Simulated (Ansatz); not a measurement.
Ansatz (an electronic-structure program) input:

Ansatz 0.2 input:
```yaml
crystal:
  lattice:
    - [5.2645145863, 0.0, 0.0]
    - [-2.6322572931, 4.5592033703, 0.0]
    - [0.0, 0.0, 4.9113916779]
  atoms:
    - { symbol: Ta, position: [0.6670252111, 0.6670252111, 0.7526229811] }
    - { symbol: Ta, position: [0.3329747889, 0.3329747889, 0.2473770189] }
    - { symbol: Ta, position: [0.3329747889, 0.0, 0.7526229811] }
    - { symbol: Ta, position: [0.6670252111, 0.0, 0.2473770189] }
    - { symbol: Ta, position: [0.0, 0.3329747889, 0.7526229811] }
    - { symbol: Ta, position: [0.0, 0.6670252111, 0.2473770189] }
    - { symbol: N, position: [0.6666666667, 0.3333333333, 0.5] }
    - { symbol: N, position: [0.3333333333, 0.6666666667, 0.5] }
    - { symbol: N, position: [0.0, 0.0, 0.0] }
kpoints:
  mp_grid: { grid: [9, 9, 8] }
hamiltonian:
  xc: pbesol
  pseudopotentials: { kind: paw }
scf:
  occupations: { method: fermi_dirac, width: 0.1 }
phonons:
  method: dfpt
  response_accuracy: low
  eigenvectors: true
  rigid_motions: translations
```

Output (shortened):

```
Pseudopotential: Ta, paw, valence charge 13
Pseudopotential: N, paw, valence charge 5
Functional definition: PBEsol
Crystal: 9 atoms, lattice volume = 117.883 Å³
Basis set: ecut = 420 eV, 2303 PW (Γ), exchange–correlation on 72×72×72 points (8 copies of the dense FFT grid, shifted against one another)
Bands: 56, of which v1, the nominal top of the filled ones, is band 47 counted from 1 (46 counted from 0)
Symmetry: 12 space group operations
k-points: 325 of 648 (irreducible under 1 space group operation, time reversal used)
SCF iter   1: F=—  HF=-59984.003010 eV  |F-HF|=—  |Δ(HF+E_count)|=         —  Δρ=9.58e-3  dr2=9.29e-2  ethr=1.77e-3  ⟨swp⟩=6.4  Hψ=72732  notcnv=0
preconditioner: auto → Kerker (q_TF=auto, 2.623 Å⁻¹)
SCF iter   2: F=—  HF=-59983.985280 eV  |F-HF|=—  |Δ(HF+E_count)|=   1.77e-2  Δρ=3.91e-3  dr2=1.75e-2  ethr=9.99e-5  ⟨swp⟩=2.0  Hψ=26737  notcnv=0
SCF iter   3: F=—  HF=-59983.983101 eV  |F-HF|=—  |Δ(HF+E_count)|=   2.18e-3  Δρ=1.87e-3  dr2=5.10e-3  ethr=1.88e-5  ⟨swp⟩=1.0  Hψ=18215  notcnv=0
SCF iter   4: F=—  HF=-59983.981908 eV  |F-HF|=—  |Δ(HF+E_count)|=   1.19e-3  Δρ=2.69e-4  dr2=1.04e-4  ethr=5.49e-6  ⟨swp⟩=2.0  Hψ=21663  notcnv=0
SCF iter   5: F=—  HF=-59983.981887 eV  |F-HF|=—  |Δ(HF+E_count)|=   2.02e-5  Δρ=1.17e-4  dr2=1.44e-5  ethr=1.12e-7  ⟨swp⟩=2.0  Hψ=25757  notcnv=0
SCF iter   6: F=—  HF=-59983.981884 eV  |F-HF|=—  |Δ(HF+E_count)|=   3.90e-6  Δρ=2.55e-5  dr2=6.41e-7  ethr=1.55e-8  ⟨swp⟩=2.0  Hψ=25332  notcnv=0
SCF iter   7: F=—  HF=-59983.981884 eV  |F-HF|=—  |Δ(HF+E_count)|=   4.83e-7  Δρ=5.41e-6  dr2=4.49e-8  ethr=6.89e-10  ⟨swp⟩=2.2  Hψ=23372  notcnv=0
SCF iter   8: F=—  HF=-59983.981884 eV  |F-HF|=—  |Δ(HF+E_count)|=   1.33e-8  Δρ=8.23e-7  dr2=6.45e-10  ethr=4.83e-11  ⟨swp⟩=2.0  Hψ=23848  notcnv=0
SCF iter  10: F=-59983.981884 eV  HF=-59983.981884 eV  |F-HF|=1.46e-11  |Δ(HF+E_count)|=  7.28e-12  Δρ=3.44e-8  dr2=2.37e-12  ethr=1.00e-12  ⟨swp⟩=7.2  Hψ=81620  notcnv=0
SCF 1 converged in 10 iterations: F = -59983.981884 eV  dr2 = 2.37e-12
DFPT response loops at Γ: preconditioner auto → Kerker (q_TF=auto, 2.623 Å⁻¹) (partly filled bands, converged f_vac=0.000) …
phonon interpolation: 24 periodic images of 12 blocks of the force constants (a block to an ordered pair of atoms and a translation) lie up to 4.91e-3 Å …
SCF converged after 10 iterations
Free energy (F): -59983.981884 eV
Harris-Foulkes:  -59983.981884 eV  (|F-HF|=1.46e-11)
Internal energy: -59983.876293 eV  (E = F + TS)
E sigma→0 (E₀):  -59983.929088 eV
Entropy (-TS):   -0.105591 eV (-11.732 meV/atom)
Fermi energy:    20.084128 eV
--- Per-component energies (eV) ---
  E_band       = -480.116924
  E_kinetic    = 2602.797144
  E_local      = -3593.333235  (includes V_loc(G=0)·N_el)
  E_nonlocal   = 239.886741
  E_hartree    = 1240.988065
  E_xc         = -1486.836272
  E_vxc        = -1459.240731  (∫ρ·V_xc dr)
  E_paw        = -50004.957930  (= ΣΔE_a)
  E_vpaw       = -752.204218  (= ΣTr[D̂ρ^β])
  E_aug_tail   = 0.001244  (compensation charges beyond the density's cutoff)
  E_ewald      = -8983.788225
  E_core_change = 1.366175  (= ΣΔE_core)
  E_smearing   = -0.105591  (= −TS)
  E_closure    = 0.000000  (closes the sum)
  Σ components = -59983.981884   (vs F -59983.981884, Δ=0.00e0)
  [band-id]    e_kinetic+e_local+e_nonlocal+2·e_hartree+e_vxc+e_vpaw+e_augmentation_tail = -480.116925   (vs E_band -480.116924, Δ=-1.13e-6)
--- Band table (eV; the first three rows and the last of 325) ---
  k-point 0: bands = ["-48.2174", "-48.1359", "-48.1212", "-48.1212", "-48.1206", "-48.1206", "-15.5757", "-15.1660", "-14.9888", "-14.9888", "-14.9736", "-14.9736", "-14.9297", "-14.8397", "-14.8023", "-14.7024", "-14.7024", "-14.6852", "-14.6852", …
  k-point 1: bands = ["-48.2143", "-48.1390", "-48.1214", "-48.1214", "-48.1204", "-48.1204", "-15.5433", "-15.1533", "-15.0881", "-15.0881", "-14.9133", "-14.9037", "-14.9037", "-14.8600", "-14.8161", "-14.7492", "-14.7492", "-14.6136", "-14.6136", …
  k-point 2: bands = ["-48.2056", "-48.1478", "-48.1217", "-48.1217", "-48.1200", "-48.1200", "-15.4519", "-15.1817", "-15.1817", "-15.1170", "-14.9281", "-14.9237", "-14.9237", "-14.8567", "-14.8548", "-14.7119", "-14.7119", "-14.5505", "-14.5505", …
  k-point 324: bands = ["-48.1842", "-48.1553", "-48.1411", "-48.1254", "-48.1164", "-48.1146", "-15.4430", "-15.2236", "-15.1383", "-15.0799", "-15.0008", "-14.9398", "-14.8973", "-14.7756", "-14.7179", "-14.6999", "-14.6455", "-14.5765", "-14.5594", …
--- Phonons (Γ-DFPT): 6 representative perturbations + reference, on 325 of 648 k-points (Σ response iterations 20) ---
  ASR residual: 5.054e-4 → 0.000e0 eV/Å²; symmetrization residual: 2.410e-4 eV/Å²
  ASR residual per site (eV/Å²): 4.71e-4 4.71e-4 5.05e-4 5.05e-4 4.71e-4 4.71e-4 3.51e-4 3.51e-4 1.36e-4
  Γ frequencies (cm⁻¹): 0.00 0.00 0.00 113.78 113.78 148.52 148.52 155.15 155.15 163.05 163.59 165.59 174.66 174.66 177.30 177.30 198.15 244.00 554.63 554.63 602.78 603.49 603.49 603.69 610.50 632.99 632.99
  non-analytic LO–TO correction: not included (Born effective charges unavailable; polar crystals: no LO–TO splitting at Γ)
```

Cost: roughly 17 core-minutes on shared cores.

Space group P-31m. The workflow started from a Materials Project entry (that database holds measured and hypothetical structures alike); the Crystallography Open Database copy checked does not list it. Its standing as an ambient phase is unchecked. Symmetry was held in the PBEsol relaxation; of distortions, only those at the zone centre were tested. The run is not spin-polarised. With an odd number of electrons in the cell and no spin polarisation, the count alone makes it a metal. As this level gives no gap, phonon frequencies hold no LO–TO term and depend on the k-mesh and smearing (Fermi–Dirac, 0.1 eV here). Scalar-relativistic: spin–orbit coupling is off unless named, which matters more the heavier the elements.

Potentials: the later of the program's two PAW sets.

Ansatz is a plane-wave DFT program.
